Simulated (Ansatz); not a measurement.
An Ansatz (a program for electronic structure) run. Input:

Ansatz 0.2 input:
```yaml
crystal:
  lattice:
    - [1.9650297187, -7.2422675578, 0.0]
    - [1.9650297187, 7.2422675578, 0.0]
    - [0.0, 0.0, 5.6062870719]
  atoms:
    - { symbol: Sr, position: [0.3401872178, 0.6598127822, 0.039244813] }
    - { symbol: Sr, position: [0.6598127822, 0.3401872178, 0.539244813] }
    - { symbol: Mg, position: [0.9160139627, 0.0839860373, 0.59484866] }
    - { symbol: Mg, position: [0.0839860373, 0.9160139627, 0.09484866] }
    - { symbol: F, position: [0.8385847265, 0.1614152735, 0.3081432539] }
    - { symbol: F, position: [0.1614152735, 0.8385847265, 0.8081432539] }
    - { symbol: F, position: [0.0352844124, 0.9647155876, 0.4337771072] }
    - { symbol: F, position: [0.9647155876, 0.0352844124, 0.9337771072] }
    - { symbol: F, position: [0.7978637691, 0.2021362309, 0.7872305211] }
    - { symbol: F, position: [0.2021362309, 0.7978637691, 0.2872305211] }
    - { symbol: F, position: [0.4141661671, 0.5858338329, 0.6197456449] }
    - { symbol: F, position: [0.5858338329, 0.4141661671, 0.1197456449] }
kpoints:
  mp_grid: { grid: [6, 6, 5] }
basis: { xc_grid: 2 }
hamiltonian:
  xc: pbesol
  pseudopotentials: { azcp: { folder: ./paw }, kind: paw }
scf:
  occupations: { method: fixed }
output:
  optics: { e_range: [0.0, 15.0], de: 0.05, sigma: 0.1, bands: { spectra_wanted_up_to: 12 eV } }
```

Output (shortened):

```
output.optics: the spectra are integrated over the Brillouin zone by k·p interpolation around the k-points, where levels, occupations, output.optics.sigma and …
Pseudopotentials: kind: paw
Pseudopotential: Sr, paw, valence charge 10
Pseudopotential: Mg, paw, valence charge 10
Pseudopotential: F, paw, valence charge 7
Functional definition: PBEsol
Crystal: 12 atoms, lattice volume = 159.569 Å³
Basis set: ecut = 420 eV, 3149 PW (Γ), exchange–correlation on 108×108×80 points (8 copies of the dense FFT grid, shifted against one another)
Bands: 60, of which v1, the nominal top of the filled ones, is band 48 counted from 1 (47 counted from 0)
Symmetry: 4 space group operations
Space group: Cmc21 (ITA 36), of the structure as read, at distance tolerance 5.4e-5 Å
k-points: 39 of 180 (time reversal used)
PAW frozen core: Sr, regenerated for the run's functional, and the local potential with it
PAW frozen core: Mg, regenerated for the run's functional, and the local potential with it
PAW frozen core: F, regenerated for the run's functional, and the local potential with it
Initial density: superposition of atomic densities (chi_scale 0.1, normalization cell, long waves kept (reshape's long-wave potential 0.10 eV rms))
Initial wavefunctions: pseudopotential atomic-orbital guess
Eigensolver: davidson
Functional: x = pbesol(κ = 0.804, μ = 0.12345679012345678), c = pbesol(β = 0.046)
SCF iter   1: F=—  HF=-17241.977711 eV  |F-HF|=—  |Δ(HF+E_count)|=         —  Δρ=1.28e-1  dr2=2.29e1  ethr=3.10e-3  ⟨swp⟩=7.0  Hψ=10596  notcnv=0  defer=357
all-band conjugate gradients solve this SCF's bands
preconditioner: auto → Resta (q_TF=auto, 2.507 Å⁻¹)
SCF iter   2: F=—  HF=-17235.501250 eV  |F-HF|=—  |Δ(HF+E_count)|=    6.48e0  Δρ=4.49e-2  dr2=3.44e0  ethr=3.10e-3  ⟨swp⟩=4.5  Hψ=5201  notcnv=0  defer=352
SCF iter   3: F=—  HF=-17234.713131 eV  |F-HF|=—  |Δ(HF+E_count)|=   7.88e-1  Δρ=2.02e-2  dr2=1.09e0  ethr=3.10e-3  ⟨swp⟩=3.6  Hψ=3959  notcnv=0  defer=368
SCF iter   4: F=—  HF=-17234.394413 eV  |F-HF|=—  |Δ(HF+E_count)|=   3.19e-1  Δρ=5.04e-3  dr2=5.14e-2  ethr=1.13e-3  ⟨swp⟩=3.7  Hψ=4203  notcnv=0  defer=381
SCF iter   5: F=—  HF=-17234.406071 eV  |F-HF|=—  |Δ(HF+E_count)|=   1.17e-2  Δρ=2.77e-3  dr2=7.83e-3  ethr=5.35e-5  ⟨swp⟩=3.0  Hψ=4403  notcnv=0  defer=390
SCF iter   6: F=—  HF=-17234.406904 eV  |F-HF|=—  |Δ(HF+E_count)|=   8.33e-4  Δρ=1.39e-3  dr2=1.99e-3  ethr=8.15e-6  ⟨swp⟩=3.0  Hψ=3769  notcnv=0  defer=390
SCF iter   7: F=—  HF=-17234.407219 eV  |F-HF|=—  |Δ(HF+E_count)|=   3.15e-4  Δρ=2.49e-4  dr2=1.30e-4  ethr=2.07e-6  ⟨swp⟩=2.6  Hψ=3505  notcnv=0  defer=390
SCF iter   8: F=—  HF=-17234.407435 eV  |F-HF|=—  |Δ(HF+E_count)|=   2.16e-4  Δρ=7.02e-5  dr2=1.02e-5  ethr=1.35e-7  ⟨swp⟩=2.0  Hψ=4099  notcnv=0  defer=390
SCF iter  14: F=-17234.407374 eV  HF=-17234.407374 eV  |F-HF|=7.28e-12  |Δ(HF+E_count)|=  1.31e-10  Δρ=8.43e-8  dr2=9.60e-12  ethr=1.00e-12  ⟨swp⟩=14.6  Hψ=12426  notcnv=0
SCF 1 converged in 14 iterations: F = -17234.407374 eV  dr2 = 9.60e-12
NSCF: frozen V_eff on 39 k-points
Optics k sum: 0 of 39 k-points
Optics k sum: 2 of 39 k-points
Optics k sum: 4 of 39 k-points
Optics k sum: 6 of 39 k-points
Optics k sum: 8 of 39 k-points
Optics k sum: 10 of 39 k-points
Optics k sum: 12 of 39 k-points
Optics k sum: 14 of 39 k-points
Optics k sum: 16 of 39 k-points
Optics k sum: 18 of 39 k-points
Optics k sum: 20 of 39 k-points
Optics k sum: 22 of 39 k-points
Optics k sum: 24 of 39 k-points
Optics k sum: 26 of 39 k-points
Optics k sum: 28 of 39 k-points
Optics k sum: 30 of 39 k-points
Optics k sum: 32 of 39 k-points
Optics k sum: 34 of 39 k-points
Optics k sum: 36 of 39 k-points
Optics k sum: 38 of 39 k-points
Optics k sum: 39 of 39 k-points
Optics k sum: 0 of 39 k-points
Optics k sum: 2 of 39 k-points
Optics k sum: 4 of 39 k-points
Optics k sum: 6 of 39 k-points
Optics k sum: 8 of 39 k-points
Optics k sum: 10 of 39 k-points
Optics k sum: 12 of 39 k-points
Optics k sum: 14 of 39 k-points
Optics k sum: 16 of 39 k-points
Optics k sum: 18 of 39 k-points
Optics k sum: 20 of 39 k-points
Optics k sum: 22 of 39 k-points
Optics k sum: 24 of 39 k-points
Optics k sum: 26 of 39 k-points
Optics k sum: 28 of 39 k-points
Optics k sum: 30 of 39 k-points
Optics k sum: 32 of 39 k-points
Optics k sum: 34 of 39 k-points
Optics k sum: 36 of 39 k-points
Optics k sum: 38 of 39 k-points
Optics k sum: 39 of 39 k-points
NSCF: frozen V_eff on 1 k-points
NSCF: frozen V_eff on 1 k-points
NSCF: frozen V_eff on 1 k-points
NSCF: frozen V_eff on 1 k-points
NSCF: frozen V_eff on 1 k-points
output.optics: what the bands over the 87 summed would add to eps1, eps2 and the energy-loss function is held between a lower and an upper bound (9 Lanczos …
SCF converged after 14 iterations
Free energy (F): -17234.407374 eV
Harris-Foulkes:  -17234.407374 eV  (|F-HF|=7.28e-12)
Internal energy: -17234.407374 eV  (E = F + TS)
E sigma→0 (E₀):  -17234.407374 eV
Fermi energy:    2.964224 eV
--- Per-component energies (eV) ---
  E_band       = -1080.937148
  E_kinetic    = 2196.894060
  E_local      = -9475.606461  (includes V_loc(G=0)·N_el)
  E_nonlocal   = 1559.610656
  E_hartree    = 3280.463982
  E_xc         = -1013.778176
  E_vxc        = -1171.040324  (∫ρ·V_xc dr)
  E_paw        = -7444.784619  (= ΣΔE_a)
  E_vpaw       = -751.728121  (= ΣTr[D̂ρ^β])
  E_aug_tail   = 0.005133  (compensation charges beyond the density's cutoff)
  E_ewald      = -6337.937910
  E_core_change = 0.725962  (= ΣΔE_core)
  E_smearing   =  0.000000  (= −TS)
  E_closure    = 0.000000  (closes the sum)
  Σ components = -17234.407374   (vs F -17234.407374, Δ=0.00e0)
  [band-id]    e_kinetic+e_local+e_nonlocal+2·e_hartree+e_vxc+e_vpaw+e_augmentation_tail = -1080.937094   (vs E_band -1080.937148, Δ=5.43e-5)
--- Band table (eV; the first three rows and the last of 39) ---
  k-point 0: bands = ["-67.1409", "-67.1407", "-34.1118", "-34.1059", "-34.1024", "-34.0982", "-34.0979", "-34.0976", "-27.3236", "-27.2969", "-17.0696", "-16.8544", "-16.5934", "-16.5558", "-16.5145", "-16.3876", "-16.3140", "-16.2696", "-9.3650", "-9.3301", "-9.3056", "-9.2824", "-9.2693", "-9.0879", "0.2397", "0.4761", "0.4784", "0.5584", "0.8897", "0.8983", "0.9377", "1.2597", "1.4095", "1.4183", "1.8798", "1.9479", "2.0648", "2.1380", "2.1655", "2.1897", "2.2293", "2.3946", "2.4538", "2.5254", "2.6401", "2.7084", "2.7771", "2.9238", "9.7611", "11.9560", "12.6012", "12.9101", "13.0643", "13.5285", "13.6007", "13.7683", "13.8553", "14.3152", "14.9209", "14.9370"]
  k-point 1: bands = ["-67.1409", "-67.1407", "-34.1114", "-34.1070", "-34.1015", "-34.0984", "-34.0979", "-34.0976", "-27.3208", "-27.2993", "-17.0557", "-16.8877", "-16.5922", "-16.5538", "-16.5125", "-16.4127", "-16.2933", "-16.2526", "-9.3695", "-9.3327", "-9.3238", "-9.2746", "-9.2405", "-9.0944", "0.2865", "0.4599", "0.5453", "0.5738", "0.7963", "0.9690", "0.9883", "1.3321", "1.4376", "1.4646", "1.7102", "1.8835", "2.0772", "2.0846", "2.2123", "2.2826", "2.2871", "2.3195", "2.4375", "2.4929", "2.5871", "2.6695", "2.6924", "2.9005", "10.0903", "11.9937", "12.5791", "12.7822", "13.1644", "13.3605", "13.6055", "13.7993", "13.9073", "14.3714", "14.8710", "14.9604"]
  k-point 2: bands = ["-67.1408", "-67.1408", "-34.1104", "-34.1088", "-34.1001", "-34.0990", "-34.0978", "-34.0977", "-27.3139", "-27.3057", "-17.0156", "-16.9546", "-16.5858", "-16.5700", "-16.4875", "-16.4528", "-16.2569", "-16.2399", "-9.3718", "-9.3589", "-9.3078", "-9.2890", "-9.1775", "-9.1228", "0.3540", "0.4094", "0.5527", "0.6411", "0.8334", "1.1358", "1.2299", "1.2333", "1.3992", "1.5946", "1.5973", "1.7563", "1.9793", "2.0643", "2.2129", "2.2314", "2.2449", "2.2592", "2.4028", "2.4522", "2.5525", "2.5571", "2.7747", "2.8450", "10.8923", "11.7295", "12.4947", "12.6203", "13.3926", "13.4693", "13.6308", "13.6982", "13.9215", "13.9731", "14.8530", "14.9700"]
  k-point 38: bands = ["-67.1408", "-67.1408", "-34.1104", "-34.1089", "-34.1001", "-34.0990", "-34.0978", "-34.0977", "-27.3137", "-27.3058", "-17.0167", "-16.9453", "-16.6329", "-16.6276", "-16.4186", "-16.4054", "-16.2626", "-16.2514", "-9.3755", "-9.3661", "-9.3083", "-9.2886", "-9.1743", "-9.1201", "0.3228", "0.3475", "0.5716", "0.6455", "0.9366", "0.9894", "1.3394", "1.4003", "1.4397", "1.6548", "1.6596", "1.6944", "1.8128", "1.8494", "2.1190", "2.2884", "2.2906", "2.3220", "2.4524", "2.5210", "2.5711", "2.5726", "2.7442", "2.7515", "11.4205", "11.7832", "12.5212", "12.5995", "12.8935", "13.0009", "13.6642", "13.6759", "13.7715", "13.8737", "14.7330", "14.8404"]
  band table: 60 of 60 bands, residual norms ≤ 1.0e-3 eV
```

Cost: very roughly 8 core-minutes on shared cores.

Space group Cmc2_1. The first step of the workflow began from a Materials Project structure, measured or hypothetical; the Crystallography Open Database files this formula in space group No. 36, but the cells were not matched. Whether it is the stable phase at ambient conditions was not checked. Symmetry was held in the PBEsol relaxation; of distortions, only those at the zone centre were tested. Spin–orbit coupling is left out wherever it is not named.

Potentials: the earlier of the program's two PAW sets.

Ansatz is a plane-wave DFT program.
